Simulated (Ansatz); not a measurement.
**LaGa₃Pd₂ single point**

Input file of Ansatz 0.2.0:

```yaml
crystal:
  lattice:
    - [5.449675, 0.0, 0.0]
    - [-2.724838, 4.719558, 0.0]
    - [0.0, 0.0, 4.280379]
  atoms:
    - { symbol: Ga, position: [0.5, 0.0, 0.5] }
    - { symbol: Ga, position: [0.5, 0.5, 0.5] }
    - { symbol: Ga, position: [0.0, 0.5, 0.5] }
    - { symbol: La, position: [0.0, 0.0, 0.0] }
    - { symbol: Pd, position: [0.3333, 0.6667, 0.0], spin: 1, spin_axis: [0.0, 0.0, 1.0] }
    - { symbol: Pd, position: [0.6666, 0.3333, 0.0], spin: -1, spin_axis: [0.0, 0.0, 1.0] }
  symmetry: { tolerance: 0.0003 }
kpoints:
  mp_grid: { grid: [7, 7, 8], shift: [0, 0, 0] }
  band_path:
    path:
      - [0.0, 0.0, 0.0]
      - [0.49999996, 5.0e-08, 0.0]
      - [0.33333331, 0.33333341, 0.0]
      - [0.0, 0.0, 0.0]
      - [0.0, 0.0, 0.5]
      - [0.49999996, 5.0e-08, 0.5]
      - [0.33333331, 0.33333341, 0.5]
      - [0.0, 0.0, 0.5]
      - [0.49999996, 5.0e-08, 0.5]
      - [0.49999996, 5.0e-08, 0.0]
      - [0.33333331, 0.33333341, 0.5]
    npoints: 6
magnetization:
  noncollinear: true
  spin_orbit: true
scf:
  occupations: { method: fermi_dirac, width: 0.0236 }
  lower_state_search: "off"
  max_iter: 200
hamiltonian:
  pseudopotentials: { kind: paw_fr }
  xc: r2scan
basis:
  ecutwfc: 500
  fft_grid_basis: typed
output:
  forces: true
  stress: true
  eigenvalues: true
  bader: true
  populations: true
  elf: true
  write_potential: true
  volumetric_format: npy
  dos:
    e_range: [-12, 8]
    de: 0.05
    projected: { site_lists: { Ga: [Ga], La: [La], Pd: [Pd] } }
    method: { smearing: { sigma: 0.1, scheme: gaussian } }
checkpoint:
  read: saved_state
```

The saved state is an earlier solution for the same cell, perhaps on another mesh. The state carries no moments; the state need not be the lowest.

Output (shortened):

```
SCF iter   1: F=-31575.4238 eV  Δρ=1.14e-2  dr2=1.22e-1  dr2_τ=8.23e3  dr2_m=1.05e-3  |M|=5.58e-20 ∫|m|=3.97e-3 μB
SCF iter   2: F=-31575.7619 eV  Δρ=6.23e-3  dr2=5.35e-2  dr2_τ=2.22e-3  dr2_m=1.29e-6  |M|=3.59e-20 ∫|m|=1.04e-3 μB  defer=10  κ⁻¹=1.0e0(r=1)
SCF iter   3: F=-31575.7858 eV  Δρ=4.36e-3  dr2=2.42e-2  dr2_τ=2.92e-4  dr2_m=3.33e-8  |M|=3.09e-20 ∫|m|=6.80e-4 μB  defer=656  κ⁻¹=2.6e-3(r=2)
SCF iter   4: F=-31575.7969 eV  Δρ=2.74e-3  dr2=9.26e-3  dr2_τ=1.21e-4  dr2_m=4.43e-9  |M|=1.13e-19 ∫|m|=5.91e-4 μB  defer=656  κ⁻¹=4.7e-4(r=3)
SCF iter   5: F=-31575.8025 eV  Δρ=5.06e-4  dr2=3.17e-4  dr2_τ=2.99e-5  dr2_m=3.44e-9  |M|=2.00e-20 ∫|m|=5.04e-4 μB  defer=656  κ⁻¹=7.0e-5(r=4)
SCF iter   6: F=-31575.8026 eV  Δρ=2.66e-4  dr2=4.61e-5  dr2_τ=1.76e-6  dr2_m=2.80e-9  |M|=4.52e-20 ∫|m|=4.10e-4 μB  defer=670  κ⁻¹=2.3e-5(r=5)
SCF iter   7: F=-31575.8027 eV  Δρ=1.56e-4  dr2=6.24e-6  dr2_τ=3.82e-7  dr2_m=1.89e-9  |M|=1.48e-20 ∫|m|=3.23e-4 μB  defer=670  κ⁻¹=1.2e-6(r=6)
SCF iter   8: F=-31575.8027 eV  Δρ=3.76e-5  dr2=1.49e-6  dr2_τ=2.22e-8  dr2_m=1.17e-9  |M|=1.65e-21 ∫|m|=2.49e-4 μB  defer=670  κ⁻¹=1.4e-7(r=7)
SCF iter   9: F=-31575.8027 eV  Δρ=1.65e-5  dr2=3.12e-7  dr2_τ=4.35e-9  dr2_m=7.11e-10  |M|=5.38e-21 ∫|m|=1.90e-4 μB  defer=670  κ⁻¹=1.1e-7(r=8)
SCF iter  10: F=-31575.8027 eV  Δρ=1.29e-5  dr2=3.31e-7  dr2_τ=3.29e-9  dr2_m=4.15e-10  |M|=2.25e-20 ∫|m|=1.44e-4 μB
SCF iter  11: F=-31575.8027 eV  Δρ=8.34e-6  dr2=1.22e-7  dr2_τ=7.64e-10  dr2_m=7.01e-10  |M|=6.78e-21 ∫|m|=1.19e-4 μB  κ⁻¹=1.0e0(r=1)
SCF iter  12: F=-31575.8027 eV  Δρ=5.06e-6  dr2=3.88e-8  dr2_τ=2.10e-10  dr2_m=9.00e-10  |M|=2.48e-21 ∫|m|=8.17e-5 μB  κ⁻¹=6.2e-2(r=2)
SCF iter  13: F=-31575.8027 eV  Δρ=2.63e-6  dr2=1.30e-8  dr2_τ=3.71e-11  dr2_m=6.21e-10  |M|=3.03e-21 ∫|m|=4.21e-5 μB  κ⁻¹=1.4e-2(r=3)
SCF iter  14: F=-31575.8027 eV  Δρ=1.66e-6  dr2=4.80e-9  dr2_τ=1.86e-11  dr2_m=1.79e-10  |M|=2.06e-22 ∫|m|=1.51e-5 μB  κ⁻¹=4.3e-3(r=4)
SCF iter  15: F=-31575.8027 eV  Δρ=9.08e-7  dr2=3.33e-10  dr2_τ=1.05e-11  dr2_m=2.21e-11  |M|=1.07e-21 ∫|m|=9.78e-6 μB
Magnetization: |M| = 0.0000 μB,  M = (+0.0000, +0.0000,  0.0000) μB
Absolute magnetization: 0.0000 μB (∫|m|, with the PAW one-centre terms)
  site 0: m = ( 0.0000,  0.0000, +0.0000) μB, |m| = 0.0000 μB  (R = 1.10 Å)
  site 1: m = ( 0.0000, +0.0000, +0.0000) μB, |m| = 0.0000 μB  (R = 1.10 Å)
  site 2: m = (+0.0000, +0.0000,  0.0000) μB, |m| = 0.0000 μB  (R = 1.10 Å)
  site 3: m = ( 0.0000,  0.0000,  0.0000) μB, |m| = 0.0000 μB  (R = 1.30 Å)
  site 4: m = (+0.0000,  0.0000, +0.0000) μB, |m| = 0.0000 μB  (R = 1.10 Å)
  site 5: m = ( 0.0000, +0.0000,  0.0000) μB, |m| = 0.0000 μB  (R = 1.10 Å)
Free energy (F): -31575.8027 eV
Harris-Foulkes:  -31575.8027 eV  (|F-HF|=8.19e-10)
Internal energy: -31575.7971 eV  (E = F + TS)
E sigma→0 (E₀):  -31575.7999 eV
Entropy (-TS):   -0.0056 eV (-0.935 meV/atom)
Fermi energy:    14.2951 eV
--- Per-component energies (eV) ---
  E_band       = -492.9799
  E_kinetic    = 1572.3946
  E_local      = -10717.7611  (includes V_loc(G=0)·N_el)
  E_nonlocal   = 1803.5561
  E_hartree    = 4817.8475
  E_xc         = -642.8561
  E_vxc        = -810.2340  (∫ρ·V_xc dr)
  E_paw        = -18954.4301  (= ΣΔE_a)
  E_vpaw       = -2029.8588  (= ΣTr[D̂ρ^β])
  E_aug_tail   = 0.0000  (compensation charges beyond the density's cutoff)
  E_vtau       = 53.2269  (kinetic-family band-sum trace: ∫τ·v_τ [+ j·A + Jᵃ·Aᵃ] dr)
  E_ewald      = -9451.7932
  E_core_change = -2.7547  (= ΣΔE_core)
  E_smearing   = -0.0056  (= −TS)
--- Stress (GPa, compression-positive) ---
       -0.2904       0.0000       0.0000
        0.0000      -0.2904       0.0000
        0.0000       0.0000       0.5904
  P = ⅓ Tr σ = 0.0032 GPa (0.032 kbar)
--- Bader charges: 6 sites ---
  site symbol  charge [e]  shift [e]  m_x [muB]  m_y [muB]  m_z [muB]
     0     Ga     -0.0080     0.0004     0.0000     0.0000     0.0000
     1     Ga     -0.0081     0.0004     0.0000     0.0000     0.0000
     2     Ga     -0.0081     0.0004     0.0000     0.0000     0.0000
     3     La      1.5295     0.0000     0.0000     0.0000     0.0000
     4     Pd     -0.7527     0.0006     0.0000     0.0000     0.0000
     5     Pd     -0.7527     0.0006     0.0000     0.0000     0.0000
```

Origin: a database entry at a rescaled volume. Caveats: f levels without a U or exact exchange are poorly placed.
